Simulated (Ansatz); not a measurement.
Pt (β-Sn type, I4_1/amd) at seven volumes, the program Ansatz at the PBE level (PAW), shape and atoms relaxed at each. One row is withheld.

| V (Å³/atom) | P (GPa) |
|---|---|
| 15.605 | 25.13 |
| 16.120 | 15.12 |
| 16.634 | 6.84 |
| 17.149 | -0.01 |
| 17.663 | -5.65 |
| 18.178 | -10.27 |
| 18.692 | ? |

Q: Fit the shown pressures and predict the withheld one.

A: P = (3/2)B₀(x^(7/2) − x^(5/2))[1 + (3/4)(B′ − 4)(x − 1)] with x = (V₀/V)^(2/3). Least squares on the six rows gives V₀ = 17.149 Å³/atom, B₀ = 207 GPa, B′ = 5.40. At V = 18.692, x = 0.9442 and P = -14.13 GPa. The run itself gave -14.06 GPa.

A made-up cell: these elements were put on the sites of a structure type; neither database checked (COD, Materials Project) lists it. It is not the phase usual at ambient conditions (space group No. 225). Symmetry was held in the PBE relaxation; of distortions, only those at the zone centre were tested. The run is not spin-polarised. Spin–orbit coupling is left out wherever it is not named.

Potentials: the later of the program's two PAW sets.
